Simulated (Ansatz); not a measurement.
An Ansatz input:

```yaml
crystal:
  lattice:
    - [1.7194884368, 0.0, 0.0]
    - [-0.8597442184, 1.4891206678, 0.0]
    - [0.0, 0.0, 8.198352344]
  atoms:
    - { symbol: C, position: [0.3333333333, 0.6666666667, 0.25] }
    - { symbol: C, position: [0.6666666667, 0.3333333333, 0.75] }
hamiltonian:
  xc: pbe
  pseudopotentials:
    kind: paw
    azcp:
      C: "pseudopotentials/C.paw.azcp"
basis:
  ecutwfc: 420
  fft_grid_basis: typed
kpoints:
  mp_grid: { grid: [11, 11, 2], shift: [0, 0, 0] }
magnetization:
  spin_polarized: false
scf:
  occupations: { method: fermi_dirac, width: 0.1 }
```

Output

```
Engine: ansatz 0.2.0, aarch64-unknown-linux-gnu
Pseudopotentials: kind: paw
Pseudopotential: C, paw, valence charge 4, recommended cutoff 420 eV (normal) 
Functional definition: PBE
  parameter kappa = 0.804
  parameter beta = 0.06672455060314922
  exchange = pbe_x(kappa = kappa, mu = beta*pi^2/3)
  correlation = pbe_c(beta = beta)
Crystal: 2 atoms, lattice volume = 20.992 Å³
Basis set: ecut = 420 eV, 393 PW (Γ)
Bands: 8, of which v1, the nominal top of the filled ones, is band 4 counted from 1 (3 counted from 0)
Symmetry: 24 space group operations
Space group: P63/mmc (ITA 194), of the structure as read, at distance tolerance 2.8e-5 Å
k-points: 32 of 242
Non-local potential: C, projectors of the file, l = 0: 2, l = 1: 2, l = 2: 1
PAW form: soft (Blöchl's): semilocal exchange-correlation on the pseudo side does not see the compensation charge
PAW one-centre angular grid: C, 110 points (default); XC on 64 Gauss nodes
Initial density: superposition of atomic densities (neutral atoms: chi_scale 0, normalization atom), corrected by the library's trained network
Initial wavefunctions: pseudopotential atomic-orbital guess
Functional: x = pbe(κ = 0.804, μ = 0.2195149727645171), c = pbe(β = 0.06672455060314922)
SCF iter   1: F=—  HF=-493.910130 eV  |F-HF|=—  |Δ(HF+E_count)|=         —  Δρ=1.20e-2  dr2=1.77e-2  ethr=1.77e-3  ⟨swp⟩=5.1  Hψ=1761  notcnv=0
SCF iter   2: F=—  HF=-493.925726 eV  |F-HF|=—  |Δ(HF+E_count)|=   1.56e-2  Δρ=2.12e-3  dr2=7.45e-4  ethr=2.22e-4  ⟨swp⟩=2.2  Hψ=660  notcnv=0
SCF iter   3: F=—  HF=-493.926371 eV  |F-HF|=—  |Δ(HF+E_count)|=   6.45e-4  Δρ=4.50e-4  dr2=2.94e-5  ethr=9.31e-6  ⟨swp⟩=2.6  Hψ=412  notcnv=0
SCF iter   4: F=—  HF=-493.926391 eV  |F-HF|=—  |Δ(HF+E_count)|=   2.01e-5  Δρ=1.46e-4  dr2=3.12e-6  ethr=3.68e-7  ⟨swp⟩=1.7  Hψ=291  notcnv=0
iter 5 did not close the SCF: its close was put off for the readings that it lacked (scf_convergence_deferred on its scf_iter line)
SCF iter   5: F=-493.926394 eV  HF=-493.926394 eV  |F-HF|=6.42e-8  |Δ(HF+E_count)|=   2.60e-6  Δρ=2.46e-5  dr2=9.71e-8  ethr=3.90e-8  ⟨swp⟩=1.7  Hψ=295  notcnv=0
SCF iter   6: F=-493.926394 eV  HF=-493.926394 eV  |F-HF|=2.00e-10  |Δ(HF+E_count)|=   7.65e-8  Δρ=1.89e-6  dr2=9.29e-10  ethr=1.21e-9  ⟨swp⟩=1.0  Hψ=737  notcnv=0
SCF 1 converged in 6 iterations: F = -493.926394 eV  dr2 = 9.29e-10
SCF converged after 6 iterations
Free energy (F): -493.926394 eV
Harris-Foulkes:  -493.926394 eV  (|F-HF|=2.00e-10)
Internal energy: -493.893246 eV  (E = F + TS)
E sigma→0 (E₀):  -493.909820 eV
Entropy (-TS):   -0.033147 eV (-16.574 meV/atom)
Fermi energy:    6.271173 eV
--- Per-component energies (eV) ---
  E_band       = -24.826328
  E_kinetic    = 171.270514
  E_local      = -377.826036  (includes V_loc(G=0)·N_el)
  E_nonlocal   = 53.887558
  E_hartree    = 127.460157
  E_xc         = -93.958935
  E_vxc        = -116.304556  (∫ρ·V_xc dr)
  E_paw        = -196.419230  (= ΣΔE_a)
  E_vpaw       = -10.773600  (= ΣTr[D̂ρ^β])
  E_aug_tail   = 0.000011  (compensation charges beyond the density's cutoff)
  E_ewald      = -178.307287
  E_smearing   = -0.033147  (= −TS)
  E_closure    = -0.000000  (closes the sum)
  Σ components = -493.926394   (vs F -493.926394, Δ=0.00e0)
```

Launched by

```sh
ansatz run input.yaml --threads 4 --pin off --max-ram 8192MiB --backend cpu --events-out ev --progress --plain --runs-dir out
```

On 4 threads of Arm Neoverse V2 (shared host) this took about 0.18 s of wall time and 0.39 s of CPU time, with 0.23 GiB at the peak.
